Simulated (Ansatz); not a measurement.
Below is a relaxed structure of AlGa2P3. The cell was found from a structure generator's guess, not taken from experiment.

All numbers below come from DFT PBE, scalar-relativistic, plane waves, PAW in Ansatz 0.2.0. Cutoff 420 eV, Γ-centred mesh, Gaussian smearing, no spin polarisation.

```yaml
crystal:
  lattice:
    - [3.88312, 0.00000, 0.00000]
    - [-1.94156, 3.36288, 0.00000]
    - [0.00000, 0.00000, 19.17770]
  atoms:
    - { symbol: Al, position: [0.66667, 0.33333, 0.83300] }
    - { symbol: Al, position: [0.33333, 0.66667, 0.33300] }
    - { symbol: Ga, position: [0.66667, 0.33333, 0.16678] }
    - { symbol: Ga, position: [0.66667, 0.33333, 0.50007] }
    - { symbol: Ga, position: [0.33333, 0.66667, 0.00007] }
    - { symbol: Ga, position: [0.33333, 0.66667, 0.66678] }
    - { symbol: P, position: [0.66667, 0.33333, 0.29161] }
    - { symbol: P, position: [0.66667, 0.33333, 0.62479] }
    - { symbol: P, position: [0.66667, 0.33333, 0.95775] }
    - { symbol: P, position: [0.33333, 0.66667, 0.12479] }
    - { symbol: P, position: [0.33333, 0.66667, 0.45775] }
    - { symbol: P, position: [0.33333, 0.66667, 0.79161] }
```

Formation energies are uncorrected and refer to the elements' standard structures at the same level. The references include black phosphorus.

Question: What space group does it have?

Answer: P6_3mc (No. 186), with Al and Ga ordered on wurtzite sites. Conventional cell: a = 3.883 Å, c = 19.178 Å. Al has 4 P at 2.38–2.39 Å; Ga on its first site has 4 P at 2.38–2.39 Å; Ga on its second site has 4 P at 2.38–2.39 Å; around P on its first site lie 3 Al at 2.38 Å and 1 Ga at 2.39 Å; 2 more sites not described.

Question: How far does it lie from the elements in energy?

Answer: −0.491 eV/atom. It lies below the elements, which doesn't yet make it stable against other compounds or structures.

Question: Is it a metal?

Answer: No, the gap on the 12×12×2 mesh is 1.42 eV.

The last run used a 12×12×2 mesh (in the run's order of axes) for its 12-atom cell and Gaussian smearing of 0.02 eV. Kohn–Sham gaps at this level usually fall short of measured ones. The reference form of P is held partly by dispersion forces, which this level lacks. Symmetry constrained the relaxation, so the result can be a saddle point.
